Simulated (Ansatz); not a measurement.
MgO:
```
CELL_PARAMETERS angstrom
      0.00000     2.10707     2.10707
      2.10707     0.00000     2.10707
      2.10707     2.10707     0.00000
ATOMIC_POSITIONS crystal
  O  0.00000 0.00000 0.00000
  Mg 0.50000 0.50000 0.50000
```

This is the PBEsol-relaxed structure.

Task: All from the program Ansatz at the PBEsol level (PAW), unless another level is named. Predict the hole effective mass, band 3 of 3 at the edge.

Result: 0.38 along [100], 0.34 along [110], 0.33 along [111] (mₑ).

Task: And the hole effective mass, band 2 of 3 at the edge?

Result: 2.1 along [100], 2.1 along [110], 3.6 along [111] (mₑ).

Task: Predict the HSE06 gap on the PBEsol cell.

Result: 6.47 eV.

Task: Next, the weight of the conduction-edge state by species (Voronoi cells)?

Result: O 50 %, Mg 50 %.

Space group Fm-3m (rock salt). The PBEsol relaxation kept the symmetry of its start.

Potentials: the later of the program's two PAW sets.
